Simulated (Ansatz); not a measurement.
Consider the following.

ScCo:
```yaml
crystal:
  lattice:
    - [3.07147, 0.00000, 0.00000]
    - [0.00000, 3.07147, 0.00000]
    - [0.00000, 0.00000, 3.07147]
  atoms:
    - { symbol: Sc, position: [0.50000, 0.50000, 0.50000] }
    - { symbol: Co, position: [0.00000, 0.00000, 0.00000] }
```

This is the PBEsol-relaxed structure.

Task: All from the program Ansatz at the PBEsol level (PAW), unless another level is named. Give the formation energy from the elements (no fitted shifts).

Result: -0.36 eV/atom.

Task: Next, the density of states at the Fermi level?

Result: 0.40 states/eV per atom (mean over ±0.08 eV).

Space group Pm-3m (CsCl type). The first step of the workflow began from a Materials Project structure, measured or hypothetical; the Crystallography Open Database files this formula in space group No. 221, but the cells were not matched. Whether it is the stable phase at ambient conditions was not checked. The PBEsol relaxation kept the symmetry of its start; of distortions, only those at the zone centre were tested. The workflow began spin-polarised and lost its moments. The references are the lowest solids computed at this level, not always the standard phases.

Potentials: the later of the program's two PAW sets.
